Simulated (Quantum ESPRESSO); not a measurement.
# Strain and stress in Si3PC3B

The results below are calculated, not measured. They come from pw.x of Quantum ESPRESSO 7.5, a plane-wave density functional program, with PseudoDojo standard norm-conserving files (v0.5 for PBE, v0.4.1 for LDA and PBEsol). The cells are made up: elements, strain and atom displacements were drawn at random, and nothing was relaxed. There is no spin polarisation, spin-orbit coupling or dispersion term.

The cell has 8 sites of a zincblende or diamond lattice. Sites 1 to 4 hold Si Si P Si; sites 5 to 8 hold C C C B. Cell vectors in Å: (4.473, 0.015, 0.062); (0.014, 4.532, 0.029); (0.062, 0.029, 4.589). Settings: PBE, cutoff 1116 eV, 4 x 4 x 4 k mesh shifted by half a step, Fermi-Dirac smearing of 0.025 eV.

Each run adds a shear xy (given as the tensor component) to one cell, with the atoms carried along; the vectors above are those of run 3. Stress is positive in tension and P is minus a third of its trace. E is the free energy for each atom above the lowest run shown. The last column is band 17 less band 16 at Gamma, from a band step after each run.

| run | strain (%) | s_xx (GPa) | s_yy (GPa) | s_zz (GPa) | s_xy (GPa) | P (GPa) | E (meV/atom) | level step at Gamma (eV) |
| --- | --- | --- | --- | --- | --- | --- | --- | --- |
| 1 | -1.83 | 8.42 | 11.57 | 14.80 | -4.24 | -11.60 | 2.71 | 0.520 |
| 2 | -1.17 | 8.55 | 11.69 | 14.88 | -1.56 | -11.71 | 0.09 | 0.571 |
| 3 | -0.48 | 8.58 | 11.70 | 14.93 | 1.22 | -11.74 | 0.00 | 0.620 |
| 4 | 1.06 | 8.29 | 11.34 | 14.92 | 7.43 | -11.52 | 9.59 | 0.619 |
| 6 | 1.80 | 7.95 | 10.96 | 14.85 | 10.43 | -11.26 | 19.04 | 0.587 |
| 7 | 2.01 | 7.84 | 10.84 | 14.83 | 11.29 | -11.17 | 22.32 | 0.576 |
| 5 | 1.37 | ? | ? | ? | ? | ? | ? | ? |

A rerun of one of these cells at 1347 eV and k mesh 6 x 6 x 6 moved values by no more than 0.008 eV in the cell's energy, 0.04 GPa in stress and 0.004 eV/Å in force.

## Worked fit

A parabola through the six runs shown gives s_xy = 3.16 + 4.04 e + 0.001 e² GPa, with e in per cent and a scatter of 0.02 GPa. The slope is a stiffness of 404 ± 2 GPa for each unit of this strain at e = 0, twice a shear constant under the stress shown, since the tensor component is half the shear angle. The atoms are clamped, and relaxing them would in general lower it. The error is the larger of the fit's own and the change that a cubic makes, rounded up.

## Withheld run

Question: what s_xy should run 5 give?

The fit gives 8.70 GPa. The calculation gave 8.69 GPa.

```
run  strain (%)  s_xx (GPa)  s_yy (GPa)  s_zz (GPa)  s_xy (GPa)  P (GPa)  E (meV/atom)  level step at Gamma (eV)
  5        1.37        8.16       11.20       14.90        8.69   -11.42         13.20                     0.607
```